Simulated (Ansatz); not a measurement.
A geometry of Y away from equilibrium: step 2 of the relaxation of a relaxed Y cell, doubled along one cell vector, shaken by Gaussian noise of σ = 0.08 Å a coordinate. The numbers are results of r2SCAN (plane waves to 500 eV, PAW, scalar-relativistic; Ansatz, a program for electronic structure), not measurements. Γ-centred k-mesh 6×11×11 on the run's cell (coarser than for final values), Fermi–Dirac smearing 0.05 eV.

```xyz
2
Lattice="-4.0396 4.0953 4.0358 2.0209 -2.0630 2.0343 2.0195 2.0627 -2.0333" Properties=species:S:1:pos:R:3 pbc="T T T"
Y      0.0751     0.1314    -0.1851
Y     -1.9434     1.9406     2.0629
```

**Question.** Give the Cartesian forces on all atoms (eV/Å).

**Answer.** 
```json
[
 {"atom": "Y1", "Fx": "0.00", "Fy": "0.11", "Fz": "-0.11"},
 {"atom": "Y2", "Fx": "0.00", "Fy": "-0.11", "Fz": "0.11"}
]
```

**Question.** What is the pressure?

**Answer.** -0.1 GPa, compression positive.

**Question.** How far above the relaxed end point is this geometry?

**Answer.** 0.08 eV/atom; the path ends in P6₃/mmc (No. 194) (hcp (Mg type)).

No spin polarisation in the result.

The run could not lose the symmetry of its start.

Of the parent cell (Im-3m (No. 229)): This is a known allotrope of Y, reached from a generated start. Known forms of Y include space group No. 194.
